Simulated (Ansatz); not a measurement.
RbIn6Au4 in space group P-6m2 (No. 187; Pearson symbol hP11) at seven volumes, the program Ansatz at the r²SCAN level (PAW), shape and atoms relaxed at each. One row is withheld.

```
V (Å³/atom)  P (GPa)
-----------  -------
21.490             ?
22.198          4.71
22.906          2.12
23.615          0.00
24.323         -1.73
25.032         -3.13
25.740         -4.26
```

Task: Fit the shown pressures and predict the withheld one.

Result: Third-order Birch–Murnaghan: P = (3/2)B₀(x^(7/2) − x^(5/2))[1 + (3/4)(B′ − 4)(x − 1)] with x = (V₀/V)^(2/3). Least squares on the six rows gives V₀ = 23.614 Å³/atom, B₀ = 63.63 GPa, B′ = 5.84. At V = 21.490, x = 1.0649 and P = 7.89 GPa. The run itself gave 7.86 GPa.

The workflow started from an entry of the Crystallography Open Database (COD, 293 K). Its standing as an ambient phase is unchecked. Symmetry was held in the r²SCAN relaxation; whether a distortion lowers the energy is not shown. Scalar-relativistic: spin–orbit coupling is off unless named, which matters more the heavier the elements.

Potentials: the later of the program's two PAW sets.
